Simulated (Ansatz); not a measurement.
Cr:
```xyz
2
Lattice="-2.2242 2.2242 1.2191 2.2242 -2.2242 1.2191 2.2242 2.2242 -1.2191" Properties=species:S:1:pos:R:3 pbc="T T T"
Cr     0.0000     2.2242     0.6096
Cr     0.0000     0.0000     0.0000
```

Relaxed with r²SCAN. Special points in fractions of this cell's reciprocal vectors: Γ (0.000, 0.000, 0.000); X (0.000, 0.000, 0.500); M (-0.500, 0.500, 0.500); Z (0.325, 0.325, -0.325); Z0 (-0.325, 0.675, 0.325); P (0.250, 0.250, 0.250); N (0.000, 0.500, 0.000).

Q: List the band energies nearest the Fermi level at these points for r²SCAN (plane waves, PAW; program Ansatz).

A: In eV from the Fermi level; about four levels below and three above (degenerate sets whole), none deeper than 8.9 eV; points with the same levels are listed once.

| k | below | above |
|---|---|---|
| Γ | -4.81 -3.21 -2.61 -1.97 | 1.14 1.14 1.18 1.18 |
| X | -2.49 -2.49 -1.34 -1.34 | 0.81 0.81 1.87 1.87 |
| M | -1.98 -1.98 -0.65 -0.65 | 0.78 0.78 1.43 1.43 |
| Z | -2.58 -2.05 -0.94 -0.51 | 0.29 0.29 1.60 |
| P | -3.18 -3.18 -0.45 -0.45 | 1.53 1.53 2.33 2.33 |
| N | -2.16 -0.26 -0.14 -0.14 | 1.39 2.09 2.11 |

Space group I4_1/amd (β-Sn type). The cell is a constructed one: a structure type filled with these elements; neither database checked (COD, Materials Project) lists it. It is not the phase usual at ambient conditions (space group No. 229). The cell was relaxed with r²SCAN under the symmetry of its start. At this level the phase is dynamically unstable (imaginary phonons). The workflow began spin-polarised and lost its moments.

Potentials: the later of the program's two PAW sets.
